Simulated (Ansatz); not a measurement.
# Stress against strain in Pb

```xyz
2
Lattice="0.0000 3.4390 3.4390 3.4390 0.0000 3.4390 3.4390 3.4390 0.0000" Properties=species:S:1:pos:R:3 pbc="T T T"
Pb    0.0000    0.0000    0.0000
Pb    1.7195    1.7195    1.7195
```

Atoms are numbered in the order listed.

Conventional cell: a = 6.878 Å, b = 6.878 Å, c = 6.878 Å, α = 90.00°, β = 90.00°, γ = 90.00°. Pb (atom 1) has 4 Pb at 2.98 Å as nearest neighbours.

The cell is the one relaxed in the Materials Project (mp-1247117), not relaxed further here; entries there can be hypothetical.

Spin–orbit coupling is left out, though it moves levels of the heavy atoms by tenths of an eV or more.

Method: Ansatz 0.2.0, DFT, LDA, all-electron LAPW, scalar-relativistic.

The runs use a Γ-centred 8×8×8 k mesh, Fermi–Dirac smearing of 0.05 eV, basis error target 0.25 meV/atom, no spin polarisation.

The strain is applied along the Cartesian axes of the cell as listed (the other components stay zero). Fractional coordinates are held (clamped ions).

σ is the change of stress from the unstrained cell, which is at -0.74 GPa; tension is positive, so slopes are stress–strain coefficients at that pressure. In a metal the k mesh adds noise.

Only quantities that a quadratic follows smoothly over the whole series are listed; rougher ones are left out.

| εzz | σzz (GPa) | σxx (GPa) |
| --- | --- | --- |
| -0.0300 | -1.23 | -0.86 |
| -0.0200 | -0.80 | -0.56 |
| -0.0100 | -0.39 | -0.27 |
| 0.0000 | 0.00 | 0.00 |
| 0.0100 | 0.37 | 0.26 |
| 0.0300 | 1.09 | 0.72 |

Q: Fit the series and read off the stiffness at zero strain.

A: Least-squares fits y = p0 + p1 x + p2 x² to the rows give σzz (GPa): p1 = 38.6, p2 = -76; σxx (GPa): p1 = 26.4, p2 = -80. So C11 = 39 GPa and C12 = 26 GPa, which gives B = (C11 + 2 C12)/3 = 30 GPa.

Q: One run, at εzz = 0.0200, is withheld. Predict its row.

A: The fits give 0.74, 0.50; the run gave 0.73, 0.50.
